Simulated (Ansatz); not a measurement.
# LiPb (Pm-3m), stationary points along a deformation path

The calculation used DFT r2SCAN, scalar-relativistic, plane waves, PAW (Ansatz). The runs took a 500 eV cutoff, a Γ-centred 16×16×16 mesh and Gaussian smearing (0.15 eV). Spin–orbit coupling is left out, which can shift energies with elements as heavy as these. No spin polarisation. Energies are free energies at this smearing, counted from the undisturbed cell; pressure is positive in compression.

The undisturbed cell (as given, not relaxed at this level; it stands at 0.6 GPa, and it needn't be the usual structure):

```yaml
crystal:
  lattice:
    - [3.52200, 0.00000, 0.00000]
    - [0.00000, 3.52200, 0.00000]
    - [0.00000, 0.00000, 3.52200]
  atoms:
    - { symbol: Li, position: [0.50000, 0.50000, 0.50000] }
    - { symbol: Pb, position: [0.00000, 0.00000, 0.00000] }
```

At fixed volume and fractional coordinates, lengths along (0.000, 0.000, 1.000) are scaled against those across it; ρ is that ratio over its starting value. V = 21.844 Å³/atom. Δσ is the stress along the axis less the mean stress across it (compression positive).

| ρ | ΔE (meV/atom) | Δσ (GPa) | space group |
| --- | --- | --- | --- |
| 0.707 | 257.6 | 22.18 | P4/mmm |
| 0.850 | 37.1 | 6.62 | P4/mmm |
| 1.000 | 0.0 | 0.00 | Pm-3m |
| 1.200 | 16.4 | -1.57 | P4/mmm |
| 1.414 | 36.8 | -3.39 | P4/mmm |

How does the stress give the slope of the energy, and where is the energy stationary?

Along the path d ln(length) is 2/3 d ln ρ on the axis and −1/3 d ln ρ across it, so dE/d ln ρ = −(2/3) V Δσ: the energy falls with ρ where Δσ is positive. Δσ vanishes or changes sign at ρ = 1.000 (Pm-3m), a minimum at 0.0 meV/atom. Pairs of stationary points between two samples would go unseen, and could change a minimum read from distant neighbours into a maximum. At ρ = 1.000 the cell is cubic, where symmetry alone makes the stress isotropic and the slope zero.

In a metal these slopes depend on the k mesh and the smearing.